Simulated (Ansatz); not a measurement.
Computed with DFT PBE, scalar-relativistic, plane waves, PAW in Ansatz. All cells share a 420 eV cutoff and Γ-centred k meshes spaced at most about 0.3 Å⁻¹ (about 0.25 or finer for metals, 2π included). Collinear spin in cells that started with moments and kept them past the coarse steps, no spin elsewhere.

These are static total energies at zero pressure.

Compare these two cells of NaEuC4, each relaxed at this level.

1. (site moments Eu 6.6 μB)

Space group F-43m (No. 216). a = 7.275 Å, b = 7.275 Å, c = 7.275 Å, α = 90.00°, β = 90.00°, γ = 90.00°
```json
{"atom": "Na", "site": "4b", "symmetry": "-43m", "x": "0.5000", "y": "0.0000", "z": "0.0000"}
{"atom": "Eu", "site": "4a", "symmetry": "-43m", "x": "0.0000", "y": "0.0000", "z": "0.0000"}
{"atom": "C", "site": "16e", "symmetry": ".3m", "x": "0.3250", "y": "0.3250", "z": "0.6750"}
```

2. (site moments Eu 6.5 μB)

Space group P6/mmm (No. 191). a = 2.695 Å, b = 2.695 Å, c = 10.714 Å, α = 90.00°, β = 90.00°, γ = 120.00°
| atom | site | symmetry | x | y | z |
| --- | --- | --- | --- | --- | --- |
| Na | 1a | 6/mmm | 0.0000 | 0.0000 | 0.0000 |
| Eu | 1b | 6/mmm | 0.0000 | 0.0000 | 0.5000 |
| C | 4h | 3m. | 0.3333 | 0.6667 | 0.7141 |

Task: Which is lower in energy, and by how much?

Result: Cell 2 is lower, by 296 meV/atom. Cell 1 has space group F-43m (No. 216), 16.0 Å³/atom and no gap on its mesh; cell 2 has space group P6/mmm (No. 191), 11.2 Å³/atom and no gap. Counting C atoms around Eu and Na (those within 1.25 times the shortest such distance or 1.15 times the sum of covalent radii; the shortest distance is added where it is long for a bond), cell 1 has Na 4, Eu 12 and cell 2 has Na 12 from 3.4 Å, Eu 12. Cell 1 holds C–C units of three or more atoms (shortest 1.54 Å); cell 2 holds C–C nets (shortest 1.56 Å). The denser one is the lower, and pressure would at first widen the difference. Even the lower one lies +0.70 eV/atom against the reference forms of the elements (uncorrected), so neither is stable at this level. In cell 1, Na has 4 C at 2.21 Å, 12 C at 3.58 Å and 6 Eu at 3.64 Å; around Eu lie 12 C at 2.97 Å and 6 Na at 3.64 Å; around C lie 3 C at 1.54 Å, 1 Na at 2.21 Å and 3 Eu at 2.97 Å. In cell 2, Na has 6 Na at 2.70 Å; around Eu lie 6 Eu at 2.70 Å and 12 C at 2.77 Å; C is surrounded by 3 C at 1.56 Å, 6 C at 2.70 Å and 3 Eu at 2.77 Å. Both come from invented guesses. A third cell relaxed alike, in P4/mmm, lies 172 meV/atom below the lower of the two.

No dispersion correction is applied, so the spacing and binding between layers, chains or molecules are poorly described (P6/mmm), and this can change margins and order among such cells. The 4f shell of Eu is treated without a Hubbard U, which places its levels poorly. The magnetic state reached may not be the lowest. Cells relaxed within their symmetry can be saddle points. Some types were kept out of the candidates beforehand, so the set may lack a known form.
